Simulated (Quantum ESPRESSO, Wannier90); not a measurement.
# Tight-binding from DFT: TiN (rock salt)

```
TiN
1.0
    0.00000     2.12062     2.12062
    2.12062     0.00000     2.12062
    2.12062     2.12062     0.00000
Ti N
1 1
Direct
  0.00000   0.00000   0.00000
  0.50000   0.50000   0.50000
```

Structure: Materials Project mp-492, symmetrised, not relaxed again. COD (Crystallography Open Database) has an entry of this formula and space group (matched by these alone). Computed values, not measurements, from PBEsol: Quantum ESPRESSO (norm-conserving PseudoDojo potentials, cutoff 68 Ry, no spin polarisation, no spin-orbit coupling) on a Γ-centred 12×12×12 mesh, then Wannier90. Density: 12×12×12 mesh, cold smearing 0.01 Ry. A non-magnetic state is assumed, with no Hubbard U on the 3d ions.

Base run: 8 functions from bands 6-22 of the 22 computed, start hydrogen-like Ti: d; N: p, frozen window up to 1.50 eV relative to the Fermi level, outer window open. One thing is changed at a time; window edges are relative to the Fermi level. The misfit compares interpolated bands with pw.x on a high-symmetry path, for states up to 1.0 eV relative to the Fermi level. Converged means that the tolerances were met: symmetric starts can stop on a saddle, which shows as a larger Ω_OD at equal Ω_I and can move the misfit too.

| setting | functions | frozen to (eV) | Ω_I (Å²) | Ω_D (Å²) | Ω_OD (Å²) | rms misfit (meV) | worst (meV) | ended |
|---|---|---|---|---|---|---|---|---|
| base | 8 | 1.50 | 6.78 | 0.00 | 0.19 | 1.0 | 8.5 | converged |
| frozen window to 5.50 eV | 8 | 5.50 | – | – | – | – | – | stops: too many frozen states |
| frozen window to 0.50 eV | 8 | 0.50 | 6.57 | 0.00 | 0.17 | 42 | 257 | converged |
| frozen window to 2.50 eV | 8 | 2.50 | 6.93 | 0.00 | 0.21 | 0.8 | 5.6 | converged |
| no frozen window | 8 | none | 4.49 | 0.00 | 0.03 | 2556 | 4792 | converged |
| outer window to 7.84 eV | 8 | 1.50 | 7.59 | 0.00 | 0.28 | 0.4 | 3.4 | converged |
| outer window to 4.84 eV | 8 | 1.50 | – | – | – | – | – | stops: too few bands in the window |
